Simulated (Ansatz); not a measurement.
Calculated field gradients at the nuclei for SiNi at a changed volume

The cell is a refined structure from the COD, relaxed with PBE at fixed cell and then changed (volume scaled by 0.96, ions relaxed).

Space group Pnma (No. 62); a = 5.1032, b = 3.2930, c = 5.5291 Å.

```
site  Wyckoff  site symmetry       x       y       z
  Si       4c            .m.  0.3229  0.7500  0.0835
  Ni       4c            .m.  0.0098  0.2500  0.1861
```

One atom of each set is listed.

Method: Kohn–Sham DFT in Ansatz, PBE, plane waves and PAW, scalar-relativistic, collinear spin, 420 eV cutoff, Γ-centred 9×14×9 k-points, Fermi–Dirac smearing 0.05 eV. Start moments as typed (μB): 1.5 on each Ni, none on the rest.

Conventions: |V_zz| ≥ |V_yy| ≥ |V_xx|, η = (V_xx − V_yy)/V_zz, C_Q = eQV_zz/h.

Ni-61: I = 3/2, Q = 162.0 mb. Nuclear quadrupole moments: year-2017 set (Pyykkö).

(1) Give the quadrupolar parameters of the distinct sites.

Results:

(1) 

| site | atoms | first shell | V_zz (10²¹ V/m²) | η | C_Q (MHz) |
| --- | --- | --- | --- | --- | --- |
| Si | 4 | 6 Ni at 2.26–2.36 Å, 2 Si at 2.61 Å | -1.90 | 0.98 | – |
| Ni | 4 | 6 Si at 2.26–2.36 Å, 4 Ni at 2.64–2.65 Å | -0.63 | 0.87 | -2.46 |

Si has no stable isotope with a ground-state quadrupole moment in the table, so no C_Q is given.

With no gap above 0.1 eV, as in a metal, the gradients converge slowly in k; expect changes of a tenth or more on a denser mesh. With these PAW files V_zz is typically within 2 to 3 % of all-electron values, but misses above 10 % occur on Ni. At this changed cell the PBE pressure is 10 GPa. The start moments die out, and the run ends without spin. Where η is near 1 the sign of V_zz means little.

The relaxation (3 steps) took 8.2 min of wall time (8.3 min of CPU time) and 1.9 GiB at its peak, on 1 thread of Intel Xeon Platinum 8259CL CPU @ 2.50GHz (Skylake/Cascade Lake) (x86_64; 16 cores open to the job, memory cap 3.0 GiB, no GPU), a shared host with a load of 0.5 a core.
